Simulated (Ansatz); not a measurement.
SrTiS₂ in space group P-3m1 (No. 164; S on 2d, Ti on 1a, Sr on 1b) under volume change, DFT-PBE+D3(BJ) in the program Ansatz with PAW potentials, shape and atoms relaxed at each volume.

| V (Å³/atom) | E − E(relaxed) (meV/atom) | P (GPa) |
|---|---|---|
| 17.995 | 48.1 | 9.28 |
| 18.588 | 20.4 | 5.75 |
| 19.182 | [?] | [?] |
| 19.775 | 0.0 | 0.01 |
| 20.368 | 4.3 | -2.28 |
| 20.961 | [?] | [?] |
| 21.555 | 35.3 | -5.90 |

Question: Complete the blanks.

Answer: 
- 19.182, E − E(relaxed) (meV/atom): 4.9
- 19.182, P (GPa): 2.69
- 20.961, E − E(relaxed) (meV/atom): 16.5
- 20.961, P (GPa): -4.23

Question: What does a third-order Birch–Murnaghan fit give for V₀, B₀ and B′?

Answer: V₀ = 19.78 Å³/atom, B₀ = 81.6 GPa, B′ = 3.9.

The cell is a constructed one: a structure type filled with these elements; neither database checked (COD, Materials Project) lists it. Whether it is the stable phase at ambient conditions was not checked. Symmetry was held in the PBE+D3(BJ) relaxation; of distortions, only those at the zone centre were tested. The run is not spin-polarised.

Potentials: the later of the program's two PAW sets.
